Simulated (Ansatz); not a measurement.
Total density of states per atom from PBEsol in the plane-wave PAW code Ansatz, in 0.25 eV bins, energy from the Fermi level:

```
E (eV) | states/eV/atom
    -7.85 | # 0.08
    -7.60 |  0.01
    -7.35 |  0.00
    -7.10 |  0.00
    -6.85 |  0.00
    -6.60 |  0.00
    -6.35 | # 0.07
    -6.10 | ### 0.22
    -5.85 | #### 0.26
    -5.60 | ###### 0.42
    -5.35 | ######### 0.61
    -5.10 | ###### 0.39
    -4.85 | ##### 0.33
    -4.60 | ###### 0.37
    -4.35 | ######### 0.61
    -4.10 | ########### 0.70
    -3.85 | ########### 0.70
    -3.60 | ############## 0.89
    -3.35 | ################ 1.07
    -3.10 | #################### 1.34
    -2.85 | ################### 1.23
    -2.60 | ########### 0.73
    -2.35 | ################### 1.22
    -2.10 | ############# 0.86
    -1.85 | ################# 1.11
    -1.60 | ########################## 1.73
    -1.35 | ##################### 1.39
    -1.10 | ############################## 1.97
    -0.85 | #################### 1.30
    -0.60 | ############### 0.96
    -0.35 | ################## 1.17
    -0.10 | ############# 0.85
     0.15 | ########### 0.69
     0.40 | ########## 0.66
     0.65 | ####### 0.49
     0.90 | ################# 1.10
     1.15 | ######################## 1.57
     1.40 | ########### 0.75
     1.65 | ####### 0.47
     1.90 | ###### 0.38
     2.15 | ####### 0.46
     2.40 | ######### 0.59
     2.65 | ####### 0.45
     2.90 | ###### 0.41
     3.15 | ###### 0.40
     3.40 | ##### 0.36
     3.65 | ##### 0.30
     3.90 | ### 0.22
     4.15 | #### 0.24
     4.40 | ##### 0.36
     4.65 | ##### 0.33
```

Problem. Which of these materials gives this?
A. Ni2H, P-3m1 (Ni on 2d, H on 1a)
B. Ge2Pt, Pnnm (Ge on 4g, Pt on 2a)
C. FeO, rock salt
D. Fe3Ge2, P-3m1 (Fe on 2d, Fe on 1a, Ge on 2d)

Solution. D, Fe3Ge2, P-3m1 (Fe on 2d, Fe on 1a, Ge on 2d). Within 0.5 eV of the Fermi level: Fe 3d 82 %, Ge 4p 10 %. Projections are on Löwdin-orthogonalised atomic valence shells; empty p or d shells of many metals are not among them.

The workflow started from a Materials Project entry (that database holds measured and hypothetical structures alike); the Crystallography Open Database copy checked does not list it. Whether it is the stable phase at ambient conditions was not checked. The cell was relaxed with PBEsol under the symmetry of its start, as lowered by the spin order; its stability against distortions is not shown here. Magnetic state: antiferromagnetic, chosen from 5 collinear starts compared on coarse meshes (ties went to the first, and starts can fall back to one state), not a proven ground state. Scalar-relativistic: spin–orbit coupling is off unless named, which matters more the heavier the elements.

Potentials: the later of the program's two PAW sets.
